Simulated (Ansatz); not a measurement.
## Does relaxation matter for the field gradients of C?

Start: a COD entry (the entry's cell lengths or inner coordinates differ somewhat from later room-temperature determinations).

```
C
1.0
     2.47000    0.00000    0.00000
    -1.23500    2.13908    0.00000
     0.00000    0.00000    6.79000
C
4
Direct
  0.00000 0.00000 0.00000
  0.00000 0.00000 0.50000
  0.33333 0.66667 0.00500
  0.66667 0.33333 0.50500
```

Sites (sets of like atoms) are named by element and the number of their first atom in this list.

The numbers come from a DFT calculation in Ansatz (r2SCAN, plane waves and PAW, scalar-relativistic, 500 eV cutoff, Γ-centred 15×15×5 k-points, Fermi–Dirac smearing 0.05 eV).

The largest force at the start is 0.59 eV/Å. Relaxing the ions at fixed cell moves them by 0.017 Å at most (atom 2, C) and 0.017 Å rms. End positions:

```
CELL_PARAMETERS angstrom
2.47000 0.00000 0.00000
-1.23500 2.13908 0.00000
0.00000 0.00000 6.79000
ATOMIC_POSITIONS crystal
C 0.00000 0.00000 0.00250
C 0.00000 0.00000 0.50250
C 0.33333 0.66667 0.00250
C 0.66667 0.33333 0.50250
```

```csv
site,atom,moved (Å),first shell before,first shell after,V_zz before (10²¹ V/m²),η before
C1,1,0.017,3 C at 1.43 Å,3 C at 1.43 Å,2.49,0.00
C3,3,0.017,3 C at 1.43 Å,3 C at 1.43 Å,2.31,0.00
```

Problem. What are V_zz and η after the relaxation?

Solution. 

| site | atom | V_zz after | η after | change of V_zz |
| --- | --- | --- | --- | --- |
| C1 | 1 | 2.48 | 0.00 | -0.01 |
| C3 | 3 | 2.30 | 0.00 | -0.01 |

No V_zz moves by more than 0.01.

At this cell the principal stresses reach 7 GPa in size with r2SCAN, which can matter for small gradients. With no gap above 0.1 eV, as in a metal, the gradients converge slowly in k; expect changes of a tenth or more on a denser mesh. Semilocal functionals make gaps too small and can close them, so the real compound need not be a metal.
